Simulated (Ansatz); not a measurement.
BaMgF$_{4}$:
```
CELL_PARAMETERS angstrom
      2.04551    -7.28401     0.00000
      2.04551     7.28401     0.00000
      0.00000     0.00000     5.82284
ATOMIC_POSITIONS crystal
  Ba 0.65068 0.34932 0.14629
  Ba 0.34932 0.65068 0.64629
  Mg 0.91556 0.08444 0.18983
  Mg 0.08444 0.91556 0.68983
  F  0.42091 0.57909 0.20373
  F  0.57909 0.42091 0.70373
  F  0.80279 0.19721 0.38125
  F  0.19721 0.80279 0.88125
  F  0.02844 0.97156 0.00856
  F  0.97156 0.02844 0.50856
  F  0.16362 0.83638 0.41982
  F  0.83638 0.16362 0.91982
```

Relaxed with PBEsol. Special points in fractions of this cell's reciprocal vectors: Γ (0.000, 0.000, 0.000); Y (-0.500, 0.500, 0.000); C0 (-0.270, 0.730, 0.000); Σ0 (0.270, 0.270, 0.000); Z (0.000, 0.000, 0.500); A0 (0.270, 0.270, 0.500); E0 (-0.270, 0.730, 0.500); T (-0.500, 0.500, 0.500); S (0.000, 0.500, 0.000); R (0.000, 0.500, 0.500).

**Question.** List the band energies nearest the valence-band maximum at these points for DFT-PBEsol with spin–orbit coupling in the program Ansatz with PAW potentials.

**Answer.** In eV from the valence-band maximum; about four levels below and three above (degenerate sets whole), none deeper than 8.9 eV; points with the same levels are listed once.

```json
[
 {"k": "Γ", "below": "-0.04 -0.04 -0.03 -0.03", "above": "6.98 6.98 8.37 8.37"},
 {"k": "Y", "below": "-0.17 -0.17 -0.13 -0.13", "above": "7.98 7.98 8.34 8.34"},
 {"k": "C0", "below": "-0.18 -0.18 -0.03 -0.02", "above": "8.48 8.49 8.87 8.87"},
 {"k": "Z", "below": "-0.14 -0.14 -0.14 -0.14", "above": "8.35 8.35 8.35 8.35"},
 {"k": "A0", "below": "-0.04 -0.04 -0.03 -0.03", "above": "8.84 8.84 8.89 8.89"},
 {"k": "T", "below": "-0.24 -0.24 -0.24 -0.24", "above": "8.46 8.46 8.46 8.46"},
 {"k": "S", "below": "-0.15 -0.15 -0.01 -0.01", "above": "8.57 8.57 8.59 8.59"},
 {"k": "R", "below": "-0.03 -0.03 -0.02 -0.02", "above": "8.80 8.80 8.83 8.83"}
]
```

Space group Cmc2_1. The first step of the workflow began from a Materials Project structure, measured or hypothetical; the Crystallography Open Database files this formula in space group No. 36, but the cells were not matched. Its standing as an ambient phase is unchecked. The cell was relaxed with PBEsol under the symmetry of its start; whether a distortion lowers the energy is not shown.

Potentials: the later of the program's two PAW sets.
